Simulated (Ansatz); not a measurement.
# Is this CrBrCl structure stable?

The cell was found from a structure generator's guess, not taken from experiment.

All numbers below come from DFT PBE, scalar-relativistic, plane waves, PAW (Ansatz). Cutoff 420 eV, Γ-centred 12×12×1 mesh (3-atom cell), Gaussian smearing of 0.10 eV, collinear spin.

Only a and b repeat, and vacuum parts the sheet from its images along c.

```
CELL_PARAMETERS angstrom
3.74766 0.00000 0.00000
-1.87383 3.24557 0.00000
0.00000 0.00000 29.90074
ATOMIC_POSITIONS crystal
Cr 0.00000 0.00000 0.29722
Br 0.33333 0.66667 0.34852
Cl 0.66667 0.33333 0.25364
```

Formation energies are uncorrected and refer to the elements' standard structures at the same level (Cl₂ as a molecule). The references include crystalline Br.

Task: These tests were run: energy against the elements; phonons at Γ. What do they show?

Result:

| test | result |
| --- | --- |
| energy against the elements | −0.74 eV/atom |
| phonons at Γ | imaginary modes down to 36i cm⁻¹ |

It fails none of these tests outright. Whether a mixture of other phases lies lower isn't tested here. Phonons away from Γ weren't computed. Undecided within the accuracy: phonons at Γ.

No Hubbard U is applied to the open shell of Cr. The reference form of Br is held partly by dispersion forces, which this level lacks. Another magnetic order may lie lower. The run for the phonons used a 12×12×1 k mesh and Gaussian smearing of 0.20 eV. The cell carries site moments Cr 3.5 μB.
